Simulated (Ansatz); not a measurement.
LaTl3, DFT, PBEsol, all-electron PAW with datasets made for the crystal, scalar-relativistic (Ansatz 0.2.0), run on 1 thread of Arm Neoverse V1 on a shared host.

The cell is COD entry 1538104, as deposited and not checked against the literature; nothing was relaxed. The listed cell was then made from it by scaling, straining or moving an atom.

Command: `ansatz run input.yaml --threads 1 --pin off --max-ram 4096MiB --backend cpu --events-out ev --progress --plain --runs-dir out`

```yaml
crystal:
  lattice:
    - [4.8931219348, 0.0, 0.0]
    - [0.0, 4.8931219348, 0.0]
    - [0.0, 0.0, 4.8931219348]
  atoms:
    - { symbol: La, position: [0.0, 0.0, 0.0] }
    - { symbol: Tl, position: [0.0, 0.5, 0.5] }
    - { symbol: Tl, position: [0.5, 0.0, 0.5] }
    - { symbol: Tl, position: [0.5, 0.5, 0.0] }
kpoints:
  mp_grid: { grid: [8, 8, 8] }
scf:
  occupations: { method: fermi_dirac, width: 0.05 }
hamiltonian:
  xc: pbesol
  pseudopotentials: { kind: all_electron, datasets: crystal }
output:
  forces: true
  stress: true
  eigenvalues: true
  efg: { contact_densities: true }
```

Question: How large is the problem that the program sets up?

Answer: 35 irreducible k-points, 1141 plane waves at Γ, 30 bands.

Question: Estimate the wall time and the peak memory.

Answer: 22 s of wall time for 10 SCF iterations, with a peak of 0.65 GiB. Times on shared machines scatter by tens of per cent.

Question: And the same cell and mesh by PAW with the default files, asked for forces, stress, eigenvalues, efg, on the same hardware?

Answer: 10 s, peak memory 0.49 GiB.
